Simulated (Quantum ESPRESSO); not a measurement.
# HfInTa4MoAl: a guest atom moved from site to site

A calculation, not a measurement. The program is pw.x of Quantum ESPRESSO 7.5 (plane-wave density functional theory). The cell is made up: eight metal atoms on a face-centred cubic lattice, with elements, volume, strain and displacements drawn at random and not relaxed, so it may be unstable or far from any real phase. PseudoDojo standard norm-conserving files set the functional (PBE unless stated); there is no spin polarisation or spin-orbit coupling, the Fermi-Dirac width of 0.25 eV means electrons at about 2900 K, and the masses in the input are unused placeholders. Heavy elements are run without spin-orbit coupling, which real alloys of them have. A spin test at this wide smearing found no moment, but such smearing suppresses magnetism that the real alloy may have.

The runs move one In atom among sites that otherwise hold Ta. Cell, positions, cutoff, mesh and smearing stay as in the input of run 1; sites are counted in its order. Stress in the tables is positive in tension.

Input of run 1:

```
&control calculation='scf', pseudo_dir='./dojo.nc.sr.pbe.v0_5.standard.upf', outdir='./o', disk_io='medium', tprnfor=.true., tstress=.true. /
&system ibrav=0, nat=8, ntyp=5, nbnd=63, ecutwfc=79.96652505, nosym=.true., tot_charge=0,
 occupations='smearing', smearing='fd', degauss=0.0183746611
/
&electrons conv_thr=1.470e-08, electron_maxstep=70, mixing_beta=0.5 /
ATOMIC_SPECIES
Al 1.0 Al.upf
Hf 1.0 Hf.upf
In 1.0 In.upf
Mo 1.0 Mo.upf
Ta 1.0 Ta.upf
CELL_PARAMETERS angstrom
0.001 2.1868 2.1737
-0.0449 4.3476 -4.3215
-8.6347 -2.1308 2.1139
ATOMIC_POSITIONS angstrom
Hf 0.0 0.0188 0.0526
In -4.343 0.0301 -0.0177
Ta 0.0424 2.196 -2.1476
Mo -4.3181 2.2043 -2.0951
Ta -6.4572 0.065 2.0648
Ta -2.2369 2.2159 0.0492
Al -6.4544 2.2037 0.0567
Ta -2.2138 4.2921 -2.1555
K_POINTS automatic
8 4 3 1 1 1
```

| run | elements on sites 1 to 8 | free energy less that of run 1 (eV) | -TS (eV) | pressure (GPa) | stress xx (GPa) | stress yy (GPa) | stress zz (GPa) | stress yz (GPa) | stress xz (GPa) | stress xy (GPa) | iterations |
| --- | --- | --- | --- | --- | --- | --- | --- | --- | --- | --- | --- |
| 1 | Hf In Ta Mo Ta Ta Al Ta | 0.000 | -1.727 | -11.03 | 11.10 | 11.36 | 10.63 | 0.09 | 1.34 | -0.79 | 18 |
| 2 | Hf Ta In Mo Ta Ta Al Ta | 0.079 | -1.842 | -10.60 | 10.65 | 10.69 | 10.45 | -0.82 | 0.62 | -0.60 | 18 |
| 3 | Hf Ta Ta Mo In Ta Al Ta | 0.005 | -1.897 | -10.75 | 7.23 | 12.63 | 12.38 | -0.35 | 0.54 | -0.28 | 18 |
| 4 | Hf Ta Ta Mo Ta In Al Ta | -0.314 | -1.741 | -11.73 | 12.46 | 11.85 | 10.90 | 0.43 | 1.09 | -0.77 | 18 |
| 5 | Hf Ta Ta Mo Ta Ta Al In | -0.244 | -1.763 | -11.65 | 13.10 | 11.02 | 10.83 | 0.21 | 0.87 | -0.98 | 18 |

Forces Fx Fy Fz (eV/Å):

```
site             run 1             run 2             run 3             run 4             run 5
   1  0.40 -0.07 -0.16   0.21 0.18 -0.47  -0.12 -0.27 0.07   0.48 -0.31 0.02   0.45 0.27 -0.48
   2   0.25 -0.25 0.25  -0.38 0.14 -0.13   0.54 0.20 -0.32  -0.36 -0.05 0.08  -0.15 0.14 -0.15
   3   0.08 -0.14 0.07  -0.59 -0.30 0.19  -0.82 0.15 -0.25   0.16 0.02 -0.13   0.29 -0.57 0.49
   4  -0.26 0.28 -0.34  -0.56 0.08 -0.04   -0.24 0.00 0.13  -0.68 0.22 -0.18  -0.69 -0.23 0.13
   5   0.01 -0.57 0.89   1.11 -0.61 0.89   0.45 -0.32 0.64   0.73 -0.29 0.55   0.48 -0.24 0.47
   6   0.04 0.40 -0.46   -0.09 0.02 0.04   0.19 0.18 -0.12   0.18 0.09 -0.22  -0.23 0.15 -0.28
   7  -0.17 0.62 -0.68   0.92 0.57 -0.64   0.35 0.21 -0.31   0.28 0.30 -0.41   0.24 0.32 -0.43
   8  -0.36 -0.27 0.43  -0.62 -0.09 0.17  -0.34 -0.14 0.15   -0.80 0.01 0.28   -0.40 0.16 0.25
```

The sites are displaced and not relaxed, so the energy differences mix bonding between neighbours with strain and are not ordering energies. A rerun of one cell of this series at a higher cutoff and on a denser mesh moved values by no more than 0.002 eV in energy, 0.03 GPa in stress and 0.011 eV/Å in force, and a second program with other atomic files agreed on that cell to 2 % rms in force and 0.5 GPa in pressure.